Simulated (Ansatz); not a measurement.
Starting cell, NaF (rock salt):

```
NaF
1.0
    0.00000     4.70157     4.70157
    2.35078     2.35078     4.70157
    2.35078     2.35078     0.00000
F Na
2 2
Direct
  0.00000   0.00000   0.00000
  0.50000   0.00000   0.00000
  0.00000   0.50000   0.50000
  0.50000   0.50000   0.50000
```

The atoms are displaced by Q × the pattern below (from a DFPT mode at X = (0.5, 0.5, 0.0), largest move 1; Q in Å), at fixed cell. It is one choice among 2 degenerate patterns. (q is in reciprocal vectors of the primitive cell; the cell shown is doubled to hold the pattern.)

```tsv
atom	x	y	z
F1	0.000	-0.845	0.000
F2	0.000	0.845	0.000
Na3	0.000	1.000	0.000
Na4	0.000	-1.000	0.000
```

Level of theory: PBE (plane waves to 420 eV, PAW, scalar-relativistic; Ansatz, a quantum-chemistry and plane-wave program). k mesh 12×12×12 (Γ-centred), Fermi-Dirac smearing 0.05 eV. Energies are smeared free energies. NaF was relaxed with its symmetry unable to fall. The relaxed volume of NaF is well above the measured one; the method has no dispersion term. ΔE is measured from the undisplaced structure.

```csv
Q (Å),ΔE (meV/cell)
-0.2800,213.0
-0.2333,147.3
-0.1867,93.9
-0.1400,52.6
-0.0933,withheld
-0.0467,5.8
0.0000,0.0
0.0467,5.8
0.0933,withheld
0.1400,52.6
0.1867,93.9
0.2333,147.3
0.2800,213.0
```

Question: Fit an even polynomial form (powers 2, 4) to the given rows and predict ΔE at Q = 0.0933.

Answer: Least squares on the 11 given rows: ΔE = (2676)·Q² + (521.1)·Q⁴, in meV/cell with Q in Å; root-mean-square residual 0.05 meV/cell. At 0.0933 the fit gives 23.3 meV/cell; the calculation gives 23.3 meV/cell, the same to the digits shown. The quadratic term alone would give 23.3 meV/cell.

(For displaced atoms, the force is minus the slope of the energy, and its curvature is a force constant, which sets phonon frequencies.)
